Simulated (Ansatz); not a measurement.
Si (diamond)

```xyz
2
Lattice="0.0000 2.7168 2.7168 2.7168 0.0000 2.7168 2.7168 2.7168 0.0000" Properties=species:S:1:pos:R:3 pbc="T T T"
Si     0.0000     0.0000     0.0000
Si     1.3584     1.3584     1.3584
```

The slice is a {110} plane (indices of the conventional cell) through the point (0.250, 0.250, 0.250) (fractional), spanned by u = [100] and v = [1 -1 -1] in vectors of this cell: u (3.84 Å) and v (5.43 Å, at 90° to u). It covers one period; positions are fractions (u, v).

Computed with PBEsol (plane waves to 420 eV, PAW, scalar-relativistic; Ansatz, an electronic-structure program). k mesh 11×11×11. These are valence fields of a PAW run, semicore shells included where kept as valence: close to a nucleus they are smooth pseudo fields. Si was relaxed with its symmetry unable to fall.

Q: What is the valence density on the shortest Si–Si line in this plane (2.35 Å), at its midpoint?

A: 0.57 e/Å³.

Q: The ELF has a maximum in the middle third of the Si–Si line. Where, and how high?

A: 0.95, 1.2 Å from Si.

Q: Sketch the electrostatic potential energy of an electron, from the cell's mean on this plane as a map.

A: 
```
|xxxxxxxx11668888886611xxxxxx|
|xxxxxxxx44779999997744xxxxxx|
|xxxxxx226688999999886622xxxx|
|0011446688999999999988664411|
|6666778899999999999999887766|
|8888999999999999999999999988|
|9999999999999999999999999999|
|9999999999999999999999999999|
|9999999999998888889999999999|
|9999999988776666667788999999|
|9999998866441100114466889999|
|9999886622xxxxxxxxxx22668899|
|99997744xxxxxxxxxxxxxx447799|
|88886611xxxxxxxxxxxxxx116688|
|66665500xxxxxxxxxxxxxx005566|
|00112200xxxxxxxxxxxxxx002211|
|xxxxxx00xxxxxxxxxxxxxx00xxxx|
|xxxxxxxx00xxxxxxxxxx00xxxxxx|
|xxxxxxxx00221100112200xxxxxx|
|xxxxxxxx00556666665500xxxxxx|
```
Scale: ten equal steps from 0.03 (start of '0') to 8.54 (end of '9'), in the order '0123456789'. Values: electrostatic potential energy of an electron, from the cell's mean, in eV. The map has 14 points along u (two characters each, u = 0 at the left) and 20 along v (v = 0 in the bottom row). Points within 1 Å of a nucleus are blanked (x), as the pseudised field means little there. The zero, the cell's mean, hangs on the PAW cores.
